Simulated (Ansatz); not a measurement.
SiTe:
```yaml
crystal:
  lattice:
    - [5.08115, 0.00000, 0.00000]
    - [0.00000, 5.08115, 0.00000]
    - [0.00000, 0.00000, 4.21957]
  atoms:
    - { symbol: Si, position: [0.00000, 0.50000, 0.27071] }
    - { symbol: Si, position: [0.50000, 0.00000, 0.72929] }
    - { symbol: Te, position: [0.50000, 0.50000, 0.00000] }
    - { symbol: Te, position: [0.00000, 0.00000, 0.00000] }
```

Relaxed with r²SCAN+D4.

Question: Give the Bader charges and basin volumes of the independent atoms, the program Ansatz at the r²SCAN+D4 level (PAW).

Answer: 

| atom | Bader charge (e) | Bader volume (Å³) |
|---|---|---|
| Si1 | +0.42 | 22.3 |
| Te3 | -0.42 | 32.2 |

Space group P4/nmm. The start of the workflow was typed in or built on a structure type; neither database checked (COD, Materials Project) lists it. Its standing as an ambient phase is unchecked. The cell was relaxed with r²SCAN+D4 under the symmetry of its start; whether a distortion lowers the energy is not shown. Its formation energy is positive at this level, so the cell may be metastable or incomplete. Scalar-relativistic: spin–orbit coupling is off unless named, which matters more the heavier the elements.

Potentials: the earlier of the program's two PAW sets.
